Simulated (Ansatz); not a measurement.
Sn: relaxation of cell and atoms

These are results of DFT, PBE, PAW with Ansatz's default frozen-core files, scalar-relativistic in Ansatz 0.2.0, not measurements.

Command: `ansatz run input.yaml --threads 1 --pin off --max-ram 2048MiB --backend cpu --events-out ev --progress --plain --runs-dir out` The run took 40 s on 1 thread of AMD EPYC 7R43 64-Core Processor (Zen 3), with other jobs on the host.

```yaml
crystal:
  lattice:
    - [-2.8600427783, 2.8600427783, 1.5612643401]
    - [2.8600427783, -2.8600427783, 1.5612643401]
    - [2.8600427783, 2.8600427783, -1.5612643401]
  atoms:
    - { symbol: Sn, position: [0.0, 0.0, 0.0] }
    - { symbol: Sn, position: [0.75, 0.25, 0.5] }
kpoints:
  mp_grid: { grid: [12, 12, 12] }
scf:
  occupations: { method: fermi_dirac, width: 0.05 }
hamiltonian:
  xc: pbe
  pseudopotentials: { kind: paw }
output:
  forces: true
  stress: true
  efg: { contact_densities: true }
relax:
  f_tol: 0.005
  max_steps: 80
  cell: {}
```

Spin–orbit coupling is left out, though it moves levels of the heavy atoms by tenths of an eV or more.

The geometry is COD entry 7222460, unchecked; take it as a test cell. The listed cell was then made from it by scaling, straining or moving an atom.

The cutoff is 420 eV; energies and pressures of the walk include the program's estimate of the Pulay term.

Each frame lists the cell vectors (Å), then Cartesian positions (Å); symmetry keeps all forces zero. Free energies count from the first step, -12048.2428 eV.

The walk took 6 evaluations in all; steps that aren't listed are left out.

Step 1: E = 0.0 meV, P = 6.54 GPa

```
cell -2.8600 2.8600 1.5613 2.8600 -2.8600 1.5613 2.8600 2.8600 -1.5613
Sn    0.0000    0.0000    0.0000
Sn    0.0000    2.8600    0.7806
```

Step 2: E = -94.1 meV, P = -1.47 GPa

```
cell -3.0026 3.0026 1.6284 3.0026 -3.0026 1.6284 3.0026 3.0026 -1.6284
Sn    0.0000    0.0000    0.0000
Sn    0.0000    3.0026    0.8142
```

Step 3: E = -103.3 meV, P = -0.30 GPa

```
cell -2.9741 2.9741 1.6155 2.9741 -2.9741 1.6155 2.9741 2.9741 -1.6155
Sn    0.0000    0.0000    0.0000
Sn    0.0000    2.9741    0.8077
```

Task: How does the relaxation end?

Result: It converges, with a = 5.932 Å, b = 5.932 Å, c = 3.228 Å, α = 90.00°, β = 90.00°, γ = 90.00° (conventional cell, space group I4_1/amd). The last solve (on a basis chosen afresh for the final cell, so its energy is not quite comparable) gives E = -104.9 meV, P = -0.01 GPa:
```
cell -2.9661 2.9661 1.6139 2.9661 -2.9661 1.6139 2.9661 2.9661 -1.6139
Sn    0.0000    0.0000    0.0000
Sn    0.0000    2.9661    0.8069
```
